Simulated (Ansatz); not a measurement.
An Ansatz (a quantum-chemistry and plane-wave program) run. Input:

Ansatz 0.2 input:
```yaml
crystal:
  lattice:
    - [5.318837906, 0.0, 0.0]
    - [0.0, 5.318837906, 0.0]
    - [0.0, 0.0, 5.318837906]
  atoms:
    - { symbol: Nb, position: [0.25, 0.0, 0.5] }
    - { symbol: Nb, position: [0.75, 0.0, 0.5] }
    - { symbol: Nb, position: [0.5, 0.75, 0.0] }
    - { symbol: Nb, position: [0.5, 0.25, 0.0] }
    - { symbol: Nb, position: [0.0, 0.5, 0.75] }
    - { symbol: Nb, position: [0.0, 0.5, 0.25] }
    - { symbol: Sn, position: [0.0, 0.0, 0.0] }
    - { symbol: Sn, position: [0.5, 0.5, 0.5] }
kpoints:
  mp_grid: { grid: [6, 6, 6] }
  band_path:
    path:
      - [[0.0, 0.0, 0.0], [0.0, 0.5, 0.0], [0.5, 0.5, 0.0], [0.0, 0.0, 0.0], [0.5, 0.5, 0.5], [0.0, 0.5, 0.0]]  # Γ-X-M-Γ-R-X
      - [[0.5, 0.5, 0.5], [0.5, 0.5, 0.0]]  # R-M
    npoints: 12
basis: { xc_grid: 2 }
hamiltonian:
  xc: pbe
  pseudopotentials: { azcp: { folder: ./paw }, kind: paw_fr }
magnetization: { noncollinear: true, spin_orbit: true }
scf:
  n_extra_bands: 16
  convergence: { dr2_threshold: 0.0000000001 }
  occupations: { method: gaussian, width: 0.05 }
output: { eigenvalues: true }
```

Output (shortened):

```
Pseudopotential: Nb, paw, valence charge 13
Pseudopotential: Sn, paw, valence charge 14
Functional definition: PBE
non-collinear run that drives no moment, with spin-orbit …
Crystal: 8 atoms, lattice volume = 150.470 Å³
Basis set: ecut = 420 eV, 2945 PW (Γ), exchange–correlation on 72×72×72 points (8 copies of the dense FFT grid, shifted against one another)
Bands: 122, of which v1, the nominal top of the filled ones, is band 106 counted from 1 (105 counted from 0)
Symmetry: 48 space group operations + 48 with time reversal
k-points: 20 of 216
Projection manifold: j_resolved (fully-relativistic pseudo-atomic orbitals)
SCF iter   1: F=—  HF=-39376.800134 eV  |F-HF|=—  |Δ(HF+E_count)|=         —  Δρ=6.61e-2  dr2=7.28e0  dr2_m=0.00e0 (ungated)  ethr=3.10e-3  |M|=0.00e0 ∫|m|=0.00e0 μB  |m|>n=0.0e0 m-floor=0.0e0 τ_xc=0.0e0  β_m=0.30  ⟨swp⟩=6.0  Hψ=5802  notcnv=0  defer=18
preconditioner: auto → Kerker (q_TF=auto, 2.574 Å⁻¹)
spin=Noncollinear: Kerker preconditioning applied to the charge; magnetization (m_x, m_y, m_z) channels mix plain (no charge-response kernel on spin).
SCF iter   2: F=—  HF=-39375.541858 eV  |F-HF|=—  |Δ(HF+E_count)|=    1.26e0  Δρ=4.94e-2  dr2=3.97e0  dr2_m=0.00e0 (ungated)  ethr=3.10e-3  |M|=0.00e0 ∫|m|=0.00e0 μB  |m|>n=0.0e0 m-floor=0.0e0 τ_xc=0.0e0  β_m=0.65  ⟨swp⟩=2.0  Hψ=1491  notcnv=0  defer=148
SCF iter   3: F=—  HF=-39374.203837 eV  |F-HF|=—  |Δ(HF+E_count)|=    1.34e0  Δρ=7.36e-3  dr2=1.05e-1  dr2_m=0.00e0 (ungated)  ethr=3.10e-3  |M|=0.00e0 ∫|m|=0.00e0 μB  |m|>n=0.0e0 m-floor=0.0e0 τ_xc=0.0e0  β_m=0.78  ⟨swp⟩=2.5  Hψ=2191  notcnv=0  defer=148
SCF iter   4: F=—  HF=-39374.182752 eV  |F-HF|=—  |Δ(HF+E_count)|=   2.11e-2  Δρ=1.67e-3  dr2=5.45e-3  dr2_m=0.00e0 (ungated)  ethr=9.87e-5  |M|=0.00e0 ∫|m|=0.00e0 μB  |m|>n=0.0e0 m-floor=0.0e0 τ_xc=0.0e0  β_m=0.80  ⟨swp⟩=2.1  Hψ=1748  notcnv=0  defer=142
SCF iter   5: F=—  HF=-39374.180379 eV  |F-HF|=—  |Δ(HF+E_count)|=   2.37e-3  Δρ=4.00e-4  dr2=3.62e-4  dr2_m=0.00e0 (ungated)  ethr=5.14e-6  |M|=0.00e0 ∫|m|=0.00e0 μB  |m|>n=0.0e0 m-floor=0.0e0 τ_xc=0.0e0  β_m=0.88  ⟨swp⟩=2.0  Hψ=1818  notcnv=0  defer=142
SCF iter   6: F=—  HF=-39374.180291 eV  |F-HF|=—  |Δ(HF+E_count)|=   8.82e-5  Δρ=8.96e-5  dr2=8.65e-6  dr2_m=0.00e0 (ungated)  ethr=3.41e-7  |M|=0.00e0 ∫|m|=0.00e0 μB  |m|>n=0.0e0 m-floor=0.0e0 τ_xc=0.0e0  β_m=0.94  ⟨swp⟩=2.0  Hψ=1698  notcnv=0  defer=142
SCF iter   7: F=—  HF=-39374.180407 eV  |F-HF|=—  |Δ(HF+E_count)|=   1.17e-4  Δρ=1.24e-5  dr2=1.94e-7  dr2_m=0.00e0 (ungated)  ethr=8.16e-9  |M|=0.00e0 ∫|m|=0.00e0 μB  |m|>n=0.0e0 m-floor=0.0e0 τ_xc=0.0e0  β_m=0.97  ⟨swp⟩=2.0  Hψ=1531  notcnv=0  defer=142
SCF iter   8: F=—  HF=-39374.180407 eV  |F-HF|=—  |Δ(HF+E_count)|=   2.06e-8  Δρ=1.88e-6  dr2=3.22e-9  dr2_m=0.00e0 (ungated)  ethr=1.83e-10  |M|=0.00e0 ∫|m|=0.00e0 μB  |m|>n=0.0e0 m-floor=0.0e0 τ_xc=0.0e0  β_m=0.99  ⟨swp⟩=2.3  Hψ=1761  notcnv=0  defer=142
SCF iter  10: F=-39374.180407 eV  HF=-39374.180407 eV  |F-HF|=2.18e-11  |Δ(HF+E_count)|=  2.18e-11  Δρ=6.50e-8  dr2=5.64e-12  dr2_m=0.00e0 (ungated)  ethr=1.00e-12  |M|=0.00e0 ∫|m|=0.00e0 μB  |m|>n=0.0e0 m-floor=0.0e0 τ_xc=0.0e0  ⟨swp⟩=10.1  Hψ=3551  notcnv=0
SCF 1 converged in 10 iterations: F = -39374.180407 eV  dr2 = 5.64e-12
NSCF: frozen V_eff on 74 k-points
SCF converged after 10 iterations
Magnetization: |M| = 0.0000 μB,  M = (+0.0000, +0.0000, +0.0000) μB
Absolute magnetization: 0.0000 μB (∫|m|)
  site 0: m = (+0.0000, +0.0000, +0.0000) μB, |m| = 0.0000 μB  (R = 1.10 Å)
  site 1: m = (+0.0000, +0.0000, +0.0000) μB, |m| = 0.0000 μB  (R = 1.10 Å)
  site 2: m = (+0.0000, +0.0000, +0.0000) μB, |m| = 0.0000 μB  (R = 1.10 Å)
  site 3: m = (+0.0000, +0.0000, +0.0000) μB, |m| = 0.0000 μB  (R = 1.10 Å)
  site 4: m = (+0.0000, +0.0000, +0.0000) μB, |m| = 0.0000 μB  (R = 1.10 Å)
  site 5: m = (+0.0000, +0.0000, +0.0000) μB, |m| = 0.0000 μB  (R = 1.10 Å)
  site 6: m = (+0.0000, +0.0000, +0.0000) μB, |m| = 0.0000 μB  (R = 1.23 Å)
  site 7: m = (+0.0000, +0.0000, +0.0000) μB, |m| = 0.0000 μB  (R = 1.23 Å)
Free energy (F): -39374.180407 eV
Harris-Foulkes:  -39374.180407 eV  (|F-HF|=2.18e-11)
Internal energy: -39374.160603 eV  (E = F + TS)
E sigma→0 (E₀):  -39374.170505 eV
Entropy (-TS):   -0.019804 eV (-2.475 meV/atom)
Fermi energy:    16.912780 eV
--- Per-component energies (eV) ---
  E_band       = -474.187177
  E_kinetic    = 2576.047295
  E_local      = -5523.741466  (includes V_loc(G=0)·N_el)
  E_nonlocal   = 860.594190
  E_hartree    = 2168.814795
  E_xc         = -1246.404519
  E_vxc        = -1365.478867  (∫ρ·V_xc dr)
  E_paw        = -27246.127744  (= ΣΔE_a)
  E_vpaw       = -1359.238749  (= ΣTr[D̂ρ^β])
  E_aug_tail   = 0.000900  (compensation charges beyond the density's cutoff)
  E_ewald      = -10963.344055
  E_smearing   = -0.019804  (= −TS)
  E_closure    =  0.000000  (closes the sum)
  Σ components = -39374.180407   (vs F -39374.180407, Δ=0.00e0)
  [band-id]    e_kinetic+e_local+e_nonlocal+2·e_hartree+e_vxc+e_vpaw+e_augmentation_tail = -474.187106   (vs E_band -474.187177, Δ=7.12e-5)
--- Band table (eV; the first three rows and the last of 20) ---
  k-point 0: bands = ["-37.6636", "-37.6636", "-37.5968", "-37.5968", "-37.5968", "-37.5968", "-37.3888", "-37.3888", "-37.3888", "-37.3888", "-37.3888", "-37.3888", "-15.3756", "-15.3756", "-15.3756", "-15.3756", "-15.3306", "-15.3306", "-15.0086", …
  k-point 1: bands = ["-37.6561", "-37.6561", "-37.6002", "-37.6002", "-37.5863", "-37.5863", "-37.4043", "-37.4043", "-37.3888", "-37.3888", "-37.3888", "-37.3888", "-15.3740", "-15.3740", "-15.3570", "-15.3570", "-15.3045", "-15.3045", "-15.0155", …
  k-point 2: bands = ["-37.6399", "-37.6399", "-37.6095", "-37.6095", "-37.5529", "-37.5529", "-37.4460", "-37.4460", "-37.3888", "-37.3888", "-37.3888", "-37.3888", "-15.3693", "-15.3693", "-15.3561", "-15.3561", "-15.2011", "-15.2011", "-15.0406", …
  k-point 19: bands = ["-37.5054", "-37.5054", "-37.5054", "-37.5054", "-37.5054", "-37.5054", "-37.5054", "-37.5054", "-37.5054", "-37.5054", "-37.5054", "-37.5054", "-15.0746", "-15.0746", "-15.0746", "-15.0746", "-15.0719", "-15.0719", "-15.0719", …
```

Cost: about 4 core-minutes (a rough figure) on shared cores.

Space group Pm-3n (A15 (Cr3Si type)). The cell was relaxed with PBE under the symmetry of its start. No spin polarisation was allowed.

Potentials: the earlier of the program's two PAW sets.

Ansatz is a plane-wave DFT program.
